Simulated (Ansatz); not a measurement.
**Settings and field gradients in CaO with Ni replacing Ca**

Cell: a supercell of CaO (rock salt type, Fm-3m) built from a Materials Project structure (computed, not necessarily an observed phase), with all atoms left at the host's positions.

Space group Fm-3m (No. 225); a = 14.4213 Å.

```
site  Wyckoff  site symmetry       x       y       z
  Ni       4a           m-3m  0.0000  0.0000  0.0000
 Ca2      48h           m.m2  0.1667  0.1667  0.0000
 Ca5      32f            .3m  0.3333  0.1667  0.1667
Ca15      24e           4m.m  0.5000  0.5000  0.3333
 O28      32f            .3m  0.1667  0.1667  0.1667
 O30      24e           4m.m  0.5000  0.5000  0.1667
 O32      48i           m.m2  0.5000  0.3333  0.3333
 O41       4b           m-3m  0.5000  0.5000  0.5000
```

One atom of each set is listed; the run and its k-mesh use a cell of 54 atoms with edges of 10.20, 10.20, 10.20 Å.

Reference run. Level of theory: DFT, PBE, plane waves and PAW, scalar-relativistic, collinear spin, 420 eV cutoff, Γ-centred 2×2×2 k-points, Fermi–Dirac smearing 0.01 eV (Ansatz 0.2.0). Start moments as typed (μB): 2 on each Ni, none on the rest.

It gives V_zz (10²¹ V/m²) O30 5.27 (η 0.00), Ca15 0.55 (η 0.00), among others. Each of these runs changes the input as listed (caps on SCF iterations aside):

A. kpoints.mp_grid.grid: [2, 2, 2] → [1, 1, 1]
B. scf.n_extra_bands: not typed → 2; basis.ecutwfc: not typed → 40.4 Ry

(1) Which of these changes matter for the gradients?

Results:

(1) 

```json
{"run": "A", "O30 V_zz (η)": "5.25 (0.00)", "Ca15 V_zz (η)": "0.53 (0.00)", "largest change of a gradient tensor, all atoms": "0.02", "note": "converged; mesh coarser than the reference's"}
{"run": "B", "O30 V_zz (η)": "5.28 (0.00)", "Ca15 V_zz (η)": "0.55 (0.00)", "largest change of a gradient tensor, all atoms": "0.01", "note": "converged"}
```

Run A moves them most, on O30 (V_zz from 5.27 to 5.25).

On the reference run: The defect repeats with the cell of 54 atoms, so it feels its images: sites between two images don't show the values beside a lone defect, and zeros or small values of η there can come from the images' arrangement. The neighbours have not yet relaxed around the defect (largest force 0.39 eV/Å), so a real crystal will differ.
